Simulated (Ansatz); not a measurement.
An Ansatz (an electronic-structure program) run. Input:

Ansatz 0.2 input:
```yaml
crystal:
  lattice:
    - [3.103093194, 0.0, 0.0]
    - [-1.551546597, 2.6873575363, 0.0]
    - [0.0, 0.0, 3.4220393731]
  atoms:
    - { symbol: Hf, position: [0.0, 0.0, 0.0] }
    - { symbol: B, position: [0.3333333333, 0.6666666667, 0.5] }
    - { symbol: B, position: [0.6666666667, 0.3333333333, 0.5] }
kpoints:
  mp_grid: { grid: [32, 32, 25] }
hamiltonian:
  xc: lda
  pseudopotentials: { kind: paw }
scf:
  occupations: { method: fermi_dirac, width: 0.1 }
elastic: { mode: relaxed_ion, stencil: two_point, amplitude: 0.005, f_tol: 0.0005 }
```

Output (shortened):

```
Pseudopotential: Hf, paw, valence charge 26
Pseudopotential: B, paw, valence charge 3
Functional definition: SPW92
Crystal: 3 atoms, lattice volume = 28.537 Å³
Basis set: ecut = 420 eV, 563 PW (Γ)
Bands: 20, of which v1, the nominal top of the filled ones, is band 16 counted from 1 (15 counted from 0)
Symmetry: 24 space group operations
Space group: P6/mmm (ITA 191), of the structure as read, at distance tolerance 3.1e-5 Å
k-points: 1326 of 25600
SCF 1 converged in 9 iterations: F = -15779.699682 eV  dr2 = 1.93e-14
Crystal: 3 atoms, lattice volume = 28.394 Å³
Symmetry: 8 space group operations
k-points: 3549 of 25600
SCF 2 converged in 10 iterations: F = -15779.698165 eV  dr2 = 1.13e-14
relax step   1: F+E_penalty+E_count = -15779.69816453 eV  Δ(F+E_penalty+E_count) = +0.000e0 eV  max|allowed force component| = 3.168e-3 eV/Å  Δτ_max = 0.0000 Å  (10 SCF iters, accepted)
Crystal: 3 atoms, lattice volume = 28.394 Å³
SCF 3 converged in 6 iterations: F = -15779.698165 eV  dr2 = 1.14e-14
relax step   2: F+E_penalty+E_count = -15779.69816477 eV  Δ(F+E_penalty+E_count) = -2.397e-7 eV  max|allowed force component| = 1.838e-3 eV/Å  Δτ_max = 0.0000 Å  (6 SCF iters, accepted)
Crystal: 3 atoms, lattice volume = 28.394 Å³
SCF 4 converged in 6 iterations: F = -15779.698165 eV  dr2 = 2.54e-14
relax step   3: F+E_penalty+E_count = -15779.69816489 eV  Δ(F+E_penalty+E_count) = -1.218e-7 eV  max|allowed force component| = 6.365e-7 eV/Å  Δτ_max = 0.0001 Å  (6 SCF iters, accepted)
Crystal: 3 atoms, lattice volume = 28.394 Å³
SCF 5 converged in 2 iterations: F = -15779.698165 eV  dr2 = 3.21e-15
Crystal: 3 atoms, lattice volume = 28.679 Å³
SCF 6 converged in 10 iterations: F = -15779.698326 eV  dr2 = 9.79e-15
relax step   1: F+E_penalty+E_count = -15779.69832579 eV  Δ(F+E_penalty+E_count) = +0.000e0 eV  max|allowed force component| = 4.145e-3 eV/Å  Δτ_max = 0.0000 Å  (10 SCF iters, accepted)
Crystal: 3 atoms, lattice volume = 28.679 Å³
SCF 7 converged in 7 iterations: F = -15779.698326 eV  dr2 = 2.82e-15
relax step   2: F+E_penalty+E_count = -15779.69832642 eV  Δ(F+E_penalty+E_count) = -6.301e-7 eV  max|allowed force component| = 7.339e-5 eV/Å  Δτ_max = 0.0001 Å  (7 SCF iters, accepted)
Crystal: 3 atoms, lattice volume = 28.679 Å³
SCF 8 converged in 2 iterations: F = -15779.698326 eV  dr2 = 6.47e-16
Crystal: 3 atoms, lattice volume = 28.394 Å³
SCF 9 converged in 8 iterations: F = -15779.698621 eV  dr2 = 6.71e-15
Crystal: 3 atoms, lattice volume = 28.679 Å³
SCF 10 converged in 7 iterations: F = -15779.698572 eV  dr2 = 4.41e-16
Crystal: 3 atoms, lattice volume = 28.537 Å³
Symmetry: 4 space group operations
k-points: 6609 of 25600
SCF 11 converged in 10 iterations: F = -15779.699043 eV  dr2 = 2.08e-15
relax step   1: F+E_penalty+E_count = -15779.69904320 eV  Δ(F+E_penalty+E_count) = +0.000e0 eV  max|allowed force component| = 1.875e-4 eV/Å  Δτ_max = 0.0000 Å  (10 SCF iters, accepted)
Crystal: 3 atoms, lattice volume = 28.537 Å³
SCF 12 converged in 2 iterations: F = -15779.699043 eV  dr2 = 3.30e-16
Crystal: 3 atoms, lattice volume = 28.537 Å³
SCF 13 converged in 10 iterations: F = -15779.699043 eV  dr2 = 2.08e-15
relax step   1: F+E_penalty+E_count = -15779.69904320 eV  Δ(F+E_penalty+E_count) = +0.000e0 eV  max|allowed force component| = 1.875e-4 eV/Å  Δτ_max = 0.0000 Å  (10 SCF iters, accepted)
Crystal: 3 atoms, lattice volume = 28.537 Å³
SCF 14 converged in 2 iterations: F = -15779.699043 eV  dr2 = 3.30e-16
SCF converged after 9 iterations
Free energy (F): -15779.699682 eV
Harris-Foulkes:  -15779.699682 eV  (|F-HF|=0.00e0)
Internal energy: -15779.691171 eV  (E = F + TS)
E sigma→0 (E₀):  -15779.695426 eV
Entropy (-TS):   -0.008511 eV (-2.837 meV/atom)
Fermi energy:    21.068548 eV
--- Per-component energies (eV) ---
  E_band       = 147.934596
  E_kinetic    = 530.777874
  E_local      = -5185.664473  (includes V_loc(G=0)·N_el)
  E_nonlocal   = -1208.642604
  E_hartree    = 2477.058077
  E_xc         = -365.697723
  E_vxc        = -348.249094  (∫ρ·V_xc dr)
  E_paw        = -6832.330109  (= ΣΔE_a)
  E_vpaw       = 1405.596747  (= ΣTr[D̂ρ^β])
  E_aug_tail   = -0.000008  (compensation charges beyond the density's cutoff)
  E_ewald      = -5197.741116
  E_core_change = 2.548911  (= ΣΔE_core)
  E_smearing   = -0.008511  (= −TS)
  E_closure    = 0.000000  (closes the sum)
  Σ components = -15779.699682   (vs F -15779.699682, Δ=0.00e0)
--- Forces (eV/Å), atoms counted from 1 ---
  atom   1  Hf     0.00000000     0.00000000     0.00000000
  atom   2  B      0.00000000     0.00000000     0.00000000
  atom   3  B      0.00000000     0.00000000     0.00000000
  max |Σ_I F_I| component: 1.85e-17 eV/Å
--- Stress (GPa, compression-positive) ---
        0.074092       0.000000       0.000000
        0.000000       0.074092       0.000000
        0.000000       0.000000      -0.037754
  P = ⅓ Tr σ = 0.0368 GPa (0.368 kbar)
--- Band table (eV; the first three rows and the last of 1326) ---
  k-point 0: bands = ["-40.5929", "-9.5005", "-8.9634", "-8.9634", "7.2314", "9.3916", "9.4101", "9.4269", "9.4269", "9.4300", "9.4300", "9.5333", "17.9336", "18.0104", "18.0104", "18.4329", "25.1404", "25.1404", "25.8559", "25.8559"]
  k-point 1: bands = ["-40.5928", "-9.5059", "-8.9630", "-8.9630", "7.2590", "9.3913", "9.4101", "9.4273", "9.4273", "9.4296", "9.4296", "9.5333", "17.6239", "18.0277", "18.0277", "18.7332", "24.8455", "24.8455", "25.7962", "25.7962"]
  k-point 2: bands = ["-40.5924", "-9.5218", "-8.9618", "-8.9618", "7.3412", "9.3903", "9.4101", "9.4284", "9.4284", "9.4284", "9.4284", "9.5333", "17.1419", "18.0797", "18.0797", "19.1885", "24.3321", "24.3321", "25.6232", "25.6232"]
  k-point 1325: bands = ["-40.5190", "-9.6035", "-9.5492", "-9.4941", "9.3970", "9.4030", "9.4217", "9.4230", "9.4254", "9.4430", "9.5046", "11.7452", "12.0448", "15.5507", "17.8430", "17.9289", "25.7602", "26.6761", "28.2067", "28.3119"]
--- Elastic constants: 3 strain directions × 2 members + reference (group order 24) ---
  dense FFT box of the reference and of every strained cell: 24×24×24
  strains applied: 11, 33, 23; error gains …
  C = ∂σ_k/∂η_j (tension-positive GPa; Voigt order 11 22 33 23 13 12):
       646.557     70.076    138.643      0.000      0.000      0.000
        70.076    646.557    138.643      0.000      0.000      0.000
       138.526    138.526    489.126      0.000      0.000      0.000
         0.000      0.000      0.000    288.203      0.000      0.000
         0.000      0.000      0.000      0.000    288.203      0.000
         0.000      0.000      0.000      0.000      0.000    288.240
  reference stress σ⁰ (GPa):     -0.074     -0.074      0.038      0.000      0.000      0.000
  moduli (Voigt/Reuss/Hill, GPa): K = 275.19/273.65/274.42   G = 268.60/260.85/264.72   E = 600.93   ν = 0.135
  mechanically stable: yes (min eigenvalue of sym C = 288.20 GPa)
  strain η (Voigt 11):  stress-route row diagonal C_11 = 646.56 GPa, energy-path curvature d²(F+E_count+ΔE)/dδ²/Ω₀ = 646.56 GPa
         δ    σ_11 (GPa)             F (eV)   n_scf  n_hpsi   n_pw
    -5.000e-3      -3.3583      -15779.6981649       2  671163    570   relax 3 steps, max|allowed force component| 6.37e-7 eV/Å
     5.000e-3       3.1073      -15779.6983264       2  662092    575   relax 2 steps, max|allowed force component| 7.34e-5 eV/Å
  strain η (Voigt 33):  stress-route row diagonal C_33 = 489.13 GPa, energy-path curvature d²(F+E_count+ΔE)/dδ²/Ω₀ = 489.14 GPa
         δ    σ_33 (GPa)             F (eV)   n_scf  n_hpsi   n_pw
    -5.000e-3      -2.4401      -15779.6986214       8  536417    567   relax 0 steps, max|allowed force component| 1.67e-16 eV/Å
     5.000e-3       2.4512      -15779.6985724       7  487766    577   relax 0 steps, max|allowed force component| 2.59e-16 eV/Å
  strain η (Voigt 23):  stress-route row diagonal C_44 = 288.20 GPa, energy-path curvature d²(F+E_count+ΔE)/dδ²/Ω₀ = 288.23 GPa
         δ    σ_23 (GPa)             F (eV)   n_scf  n_hpsi   n_pw
    -5.000e-3      -1.4410      -15779.6990432       2  1234058    573   relax 1 steps, max|allowed force component| 1.88e-4 eV/Å
     5.000e-3       1.4410      -15779.6990432       2  1233662    573   relax 1 steps, max|allowed force component| 1.88e-4 eV/Å
```

Cost: roughly 23 core-minutes on shared cores.

Symmetry was held in the LDA relaxation; of distortions, only those at the zone centre were tested. No spin polarisation was allowed. As this level gives no gap, shear constants depend on the k-mesh and smearing (Fermi–Dirac, 0.1 eV here). Scalar-relativistic: spin–orbit coupling is off unless named, which matters more the heavier the elements.

Potentials: the later of the program's two PAW sets.

Ansatz is a plane-wave DFT program.
